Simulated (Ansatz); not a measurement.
Consider a crystal of InP2 in space group R-3m (No. 166), with In on 3a; P on 6c. A trial structure of InP2 was built thus: 4-, 6-connected net, elements by coordination.

Method: Ansatz 0.2.0, DFT PBE, scalar-relativistic, plane waves, PAW. Cutoff 420 eV, Γ-centred mesh, Gaussian smearing, no spin polarisation.

The zero of energy is the elements' standard structures at the same level; no fitted shifts are applied. The references include black phosphorus.

Task: Which cell and coordinates does it relax to?

Result:

Space group R-3m:H (No. 166). a = 4.092 Å, b = 4.092 Å, c = 14.511 Å, α = 90.00°, β = 90.00°, γ = 120.00°
```tsv
atom	site	symmetry	x	y	z
In	3a	-3m	0.0000	0.0000	0.0000
P	6c	3m	0.6667	0.3333	0.7614
```

In is surrounded by 6 P at 2.73 Å; P is surrounded by 1 P at 2.09 Å and 3 In at 2.73 Å. Another local minimum with the same sites may exist.

Task: Where does its energy lie, and is it a metal?

Result: The formation energy is +0.04 eV/atom and the gap on the 12×12×12 mesh of the 3-atom cell is 0 eV (a metal). The separate elements lie lower, so it is unstable against them.

The last run used Gaussian smearing of 0.10 eV. For metals, differences of a few meV/atom aren't resolved. An odd number of electrons in the primitive cell allows no gap without spin; a larger cell or a magnetic state could open one. The cell is a metal run without spin; a magnetic state may lie lower. The reference form of P is held partly by dispersion forces, which this level lacks. Symmetry constrained the relaxation, so the result can be a saddle point.
